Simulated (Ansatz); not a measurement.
**Structure relaxation of Cd**

The calculation used Ansatz, DFT PBEsol, scalar-relativistic, plane waves, PAW. Cutoff 420 eV, Γ-centred k mesh, Gaussian smearing, no spin polarisation in the final step.

Cd was placed on the alpha-gallium structure type (Cmce, No. 64), at a guessed volume.

```
CELL_PARAMETERS angstrom
2.37599 -4.02686 0.00000
2.37599 4.02686 0.00000
0.00000 0.00000 4.75829
ATOMIC_POSITIONS crystal
Cd 0.15250 0.84750 0.07850
Cd 0.65250 0.34750 0.42150
Cd 0.84750 0.15250 0.92150
Cd 0.34750 0.65250 0.57850
```

Cell and atoms relax at zero pressure; the relaxation can't lower the symmetry of the start. After a coarse first stage the cell is made exact in the group found at 0.06 Å.

(1) What does it relax into?

(2) What are its volume, density and gap?

Results:

(1) It ends in I4/mmm (No. 139). Conventional cell: a = 3.828 Å, c = 2.910 Å. Around Cd lie 10 Cd at 2.91–3.07 Å and 4 Cd at 3.83 Å.

Space group I4/mmm (No. 139). a = 3.828 Å, b = 3.828 Å, c = 2.910 Å, α = 90.00°, β = 90.00°, γ = 90.00°
```json
{"atom": "Cd", "site": "2a", "symmetry": "4/mmm", "x": "0.0000", "y": "0.0000", "z": "0.0000"}
```

(2) The volume per atom is 21.33 Å³ and the density is 8.75 g/cm³. The gap on the 12×12×8 mesh is 0 eV (a metal).

The final run used a 12×12×8 mesh on its 4-atom cell and 0.10 eV smearing. A structure relaxed within its symmetry needn't be a true minimum. The steps took roughly 6 core-minutes in all.